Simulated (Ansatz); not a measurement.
K:
```xyz
1
Lattice="-2.3428 2.3428 3.2359 2.3428 -2.3428 3.2359 2.3428 2.3428 -3.2359" Properties=species:S:1:pos:R:3 pbc="T T T"
K      0.0000     0.0000     3.2359
```

Relaxed with PBEsol. Special points in fractions of this cell's reciprocal vectors: Γ (0.000, 0.000, 0.000); X (0.000, 0.000, 0.500); P (0.250, 0.250, 0.250); N (0.000, 0.500, 0.000); M (0.500, 0.500, -0.500); S (0.381, 0.619, -0.381); S0 (-0.381, 0.381, 0.381); R (-0.262, 0.262, 0.500); G (0.500, 0.500, -0.262).

Q: List the band energies nearest the Fermi level at these points for DFT-PBEsol in the program Ansatz with PAW potentials.

A: In eV from the Fermi level; about four levels below and three above (degenerate sets whole), none deeper than 8.9 eV; points with the same levels are listed once.

| k | below | above |
|---|---|---|
| Γ | -2.19 | 4.23 4.23 4.31 |
| X | – | 0.89 1.37 2.37 |
| P | – | 1.44 1.74 1.74 |
| N | – | 0.34 0.58 3.97 |
| M | – | 0.98 1.54 2.30 |
| S | – | 1.24 1.69 1.73 |
| R | – | 1.44 1.74 1.83 |

Space group I4/mmm (body-centred tetragonal). The first step of the workflow began from a Materials Project structure, measured or hypothetical; the Crystallography Open Database copy checked does not list it. It is not the phase usual at ambient conditions (space group No. 229). The cell was relaxed with PBEsol under the symmetry of its start; whether a distortion lowers the energy is not shown.

Potentials: the later of the program's two PAW sets.
